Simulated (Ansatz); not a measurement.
**ScCo: zone-centre modes under pressure**

ScCo, Pm-3m, a = 3.034 Å. The structure is a COD entry; whether it is the stable form wasn't checked. Ansatz: LDA, PAW, 420 eV, Γ-centred 14×14×14 mesh on 2 atoms, Fermi-Dirac smearing 0.15 eV; no spin polarisation. Cell and atoms are relaxed at each pressure with the symmetry kept; optical modes at Γ by linear response, in cm⁻¹, the highest.

```
P (GPa) V (Å³/atom)     ω1
      0       13.965  222.0
      2       13.778  227.1
      6       13.434      ?
```

Task: Get the mode's Grüneisen parameter γ = −d ln ω/d ln V from the other rows and predict the missing frequency.

Result: ln(V/V0) = 0.0000, -0.0135, -0.0388; a line through ln(ω/ω0) of the 2 known rows gives ω1: γ = 1.682, predicted 237.0, computed 236.5. The miss is 0.2 %, or 3 % of the shift under pressure, so a constant γ serves at that level. In a metal these frequencies hang on the mesh and smearing.

Spin polarisation was left out, and a magnetic state may lie lower.